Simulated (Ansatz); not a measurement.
# Notes on MnSn₂

```
Mn Sn
1.0
     0.00000    0.00000    5.50340
     3.37102   -3.37102    2.75170
     3.37102    3.37102   -2.75170
Mn Sn
2 4
Cartesian
  0.0000 0.0000 1.3759
  0.0000 0.0000 4.1276
  4.4430 1.0720 2.7517
  2.2990 1.0720 0.0000
  2.2990 -1.0720 2.7517
  4.4430 -1.0720 5.5034
```

The numbers come from plane-wave PAW DFT (Ansatz): r2SCAN, spin-orbit coupling, 500 eV, 6×6×6 Γ-centred k points, fermi-dirac occupations (width 0.1 eV). Nothing was relaxed.

The state carries no moments; the state need not be the lowest.

Charges: Bader charges in e: Mn +0.02, Sn -0.01. In the mean Mn gives up most and Sn takes most.
Stress: The pressure is -11.3 GPa (compression positive), so with the atoms held at these fractions the cell would first shrink. The principal stresses -13.4, -10.3, -10.3 GPa differ, so its shape would change too.
Electronic structure: It is a metal, with about 6.3 states/eV a cell as the mean within 0.25 eV of the Fermi level, mostly Mn d (82 %) and Sn p (13 %).
Forces: The largest is on Sn5 (and as large on other atoms): 0.35 eV/Å, components (-0.25, -0.25, 0.00). It makes 73° with the line to a nearest neighbour, Mn1 at 2.89 Å.

Origin: a database entry at a rescaled volume. Caveats: started without moments under time reversal, so no moment could form; atoms or cell far from equilibrium.
